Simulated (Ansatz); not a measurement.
Relaxed-ion elastic tensor of LaN in space group P6_3mc (No. 186; La on 2b, N on 2b) in GPa (Voigt order), plane-wave PAW LDA (Ansatz code); density 6.10 g/cm³, 20.83 Å³ per atom.

```
      1     2     3     4     5     6
-  ----  ----  ----  ----  ----  ----
1   138   114  87.3   0.0   0.0   0.0
2   114   138  87.3   0.0   0.0   0.0
3  87.3  87.3  90.1   0.0   0.0   0.0
4   0.0   0.0   0.0  37.3   0.0   0.0
5   0.0   0.0   0.0   0.0  37.3   0.0
6   0.0   0.0   0.0   0.0   0.0  12.1
```

Question: Is the crystal mechanically stable?

Answer: Yes: the smallest eigenvalue of C is 12.1 GPa.

Question: Work out the Voigt, Reuss and Hill averages.

Answer: K_V = 105, K_R = 89.9, K_H = 97.3; G_V = 22.5, G_R = 16.5, G_H = 19.5 GPa.

Question: Give Young's modulus, Poisson's ratio, Pugh's ratio and the universal anisotropy index.

Answer: E = 9KG/(3K + G) = 54.9 GPa; ν = 0.41; K/G = 4.99 (ductile by the Pugh limit of 1.75); A_U = 5G_V/G_R + K_V/K_R − 6 = 1.99.

Question: Estimate the sound speeds and the Debye temperature.

Answer: v_l = √((K + 4G/3)/ρ) = 4500 m/s, v_t = √(G/ρ) = 1790 m/s, mean 2030 m/s; Θ = (h/k)(3n/4πV)^(1/3) v_m = 219 K.

Question: Solve the Christoffel equation for the three sound speeds along x, y, z.

Answer: Eigenvalues of C_ijkl n_j n_l equal ρv² (piezoelectric stiffening left out). In km/s, slowest first: x 1.41, 2.47, 4.76; y 1.41, 2.47, 4.76; z 2.47, 2.47, 3.84.

Question: How much does each axis shrink under pressure?

Answer: Linear compressibilities β_i = Σ_j S_ij (j = 1 to 3): x 0.38, y 0.38, z 10 per TPa.

The workflow started from a Materials Project entry (that database holds measured and hypothetical structures alike); the Crystallography Open Database copy checked does not list it. COD files the formula under space group No. 225, so this cell is another polymorph or a model. Whether it is the stable phase at ambient conditions was not checked. Symmetry was held in the LDA relaxation; phonons on a q-mesh show no instability. Scalar-relativistic: spin–orbit coupling is off unless named, which matters more the heavier the elements.

Potentials: the later of the program's two PAW sets.
